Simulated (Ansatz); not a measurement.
Here is the system:

GeB$_{2}$Mo$_{2}$:
```yaml
crystal:
  lattice:
    - [3.13651, 0.00000, 0.00000]
    - [-1.56825, 2.71630, 0.00000]
    - [0.00000, 0.00000, 6.83324]
  atoms:
    - { symbol: Mo, position: [0.33333, 0.66667, 0.71678] }
    - { symbol: Mo, position: [0.33333, 0.66667, 0.28322] }
    - { symbol: Ge, position: [0.00000, 0.00000, 0.00000] }
    - { symbol: B, position: [0.00000, 0.00000, 0.50000] }
    - { symbol: B, position: [0.66667, 0.33333, 0.50000] }
```

This is the PBE-relaxed structure.

Problem. All from plane-wave PAW PBE (Ansatz code), unless another level is named. Estimate the electronic character.

Solution. metallic (no gap).

Problem. What about the formation energy from the elements (no fitted shifts)?

Solution. -0.33 eV/atom.

Problem. Next, the density of states at the Fermi level?

Solution. 0.61 states/eV per atom (mean over ±0.08 eV).

Problem. And the gap with spin–orbit coupling?

Solution. none (metallic).

Space group P-6m2. The start of the workflow was typed in or built on a structure type; neither database checked (COD, Materials Project) lists it. Whether it is the stable phase at ambient conditions was not checked. Symmetry was held in the PBE relaxation; whether a distortion lowers the energy is not shown. No spin polarisation was allowed. The references are the lowest solids computed at this level, not always the standard phases. Spin–orbit coupling is left out wherever it is not named.

Potentials: the earlier of the program's two PAW sets.
